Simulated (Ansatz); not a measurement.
Consider the following.

Sb2Pt:
```cif
data_Pt4Sb8
_chemical_formula_sum 'Pt4 Sb8'
_space_group_name_H-M_alt 'P 1'
_space_group_IT_number 1
_cell_length_a 6.42063
_cell_length_b 6.42063
_cell_length_c 6.42063
_cell_angle_alpha 90.000
_cell_angle_beta 90.000
_cell_angle_gamma 90.000
loop_
_space_group_symop_operation_xyz
  'x, y, z'
loop_
_atom_site_label
_atom_site_type_symbol
_atom_site_fract_x
_atom_site_fract_y
_atom_site_fract_z
_atom_site_occupancy
Pt1 Pt 0.00000 0.00000 0.00000 1
Pt2 Pt 0.50000 0.00000 0.50000 1
Pt3 Pt 0.50000 0.50000 0.00000 1
Pt4 Pt 0.00000 0.50000 0.50000 1
Sb1 Sb 0.37469 0.37469 0.37469 1
Sb2 Sb 0.12531 0.62531 0.87469 1
Sb3 Sb 0.87469 0.12531 0.62531 1
Sb4 Sb 0.62531 0.87469 0.12531 1
Sb5 Sb 0.62531 0.62531 0.62531 1
Sb6 Sb 0.87469 0.37469 0.12531 1
Sb7 Sb 0.12531 0.87469 0.37469 1
Sb8 Sb 0.37469 0.12531 0.87469 1
```

This is the LDA-relaxed structure.

Question: All from DFT-LDA in the program Ansatz with PAW potentials, unless another level is named. Estimate the bulk modulus (Birch–Murnaghan fit).

Answer: 1270 kbar.

Question: What about the highest zone-centre frequency?

Answer: 198 cm^-1.

Space group Pa-3. The LDA relaxation kept the symmetry of its start; of distortions, only those at the zone centre were tested. The run is not spin-polarised. As this level gives no gap, phonon frequencies hold no LO–TO term and depend on the k-mesh and smearing (Fermi–Dirac, 0.1 eV here). Scalar-relativistic: spin–orbit coupling is off unless named, which matters more the heavier the elements.

Potentials: the later of the program's two PAW sets.
